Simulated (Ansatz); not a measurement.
**Two states of TiClO**

```
CELL_PARAMETERS angstrom
3.80151 0.00000 0.00000
0.00000 3.37477 0.00000
0.00000 0.00000 8.07796
ATOMIC_POSITIONS crystal
O 0.75000 0.75000 0.94460
O 0.25000 0.25000 0.05540
Cl 0.25000 0.25000 0.66804
Cl 0.75000 0.75000 0.33196
Ti 0.25000 0.75000 0.88068
Ti 0.75000 0.25000 0.11932
```

Method: r2SCAN, with U_eff = 2.61 eV on Ti d (all-electron-ortho-atomic projectors); PAW, plane waves to 500 eV, 6×6×3 Γ-centred mesh, fermi-dirac occupations (width 0.1 eV) (Ansatz 0.2.0), atoms fixed.

State A: Ti5 up, Ti6 down (collinear spin). State B: Ti5 up, Ti6 up (collinear spin).

Problem. Which state is lower, and how do they differ?

Solution. They are level within 1 meV an atom.

```
state  free energy (meV/atom)  largest moment in a small sphere (μB)  net moment (μB/cell)  gap on mesh (eV)  pressure (GPa)  largest force (eV/Å)
    A                     0.7                                   0.70                  0.00              2.42             2.2                  0.19
    B                     0.0                                   0.71                  2.00              2.12             2.2                  0.19
```

Origin: a database entry at a rescaled volume. Caveats: an odd or shifted mesh can miss the band edges, so this level's true gap may be smaller.
